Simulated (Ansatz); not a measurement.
The relaxed structure here is a generated cell of GeSe: the first start was made by placing the elements on the sites of a structure type, and the end was not matched to a known phase here, so it may be hypothetical. Known forms of GeSe include space group No. 62.

A structure of GeSe relaxed with PBEsol (plane waves to 420 eV, PAW, scalar-relativistic; Ansatz, a program for electronic structure); single points at other levels follow on the same geometry (Ansatz, PAW; HSE06 at 420 eV on a 6×6×4 k-mesh; no spin-orbit coupling). Space group P6₃mc (No. 186).

```
CELL_PARAMETERS angstrom
      4.70996     0.00000     0.00000
     -2.35498     4.07894     0.00000
      0.00000     0.00000     5.68332
ATOMIC_POSITIONS crystal
  Ge 0.66667 0.33333 0.04186
  Ge 0.33333 0.66667 0.54186
  Se 0.66667 0.33333 0.58334
  Se 0.33333 0.66667 0.08334
```

```json
[
 {"level": "PBEsol", "gap (eV)": "0.54", "kind": "indirect", "conduction minimum": "73 % of the way from K to Γ"},
 {"level": "HSE06", "gap (eV)": "?", "kind": "–", "conduction minimum": "?"}
]
```

### Question
What belongs in the gaps?

### Answer

- HSE06, gap (eV): 0.90
- HSE06, conduction minimum: k = (0.0909, 0.0909, 0)

HSE06 gaps come from a coarse mesh plus a few chosen points, so they may be too large. No spin polarisation in the result.

The run could not lose the symmetry of its start: the end is stationary, and may be a saddle point rather than a minimum.
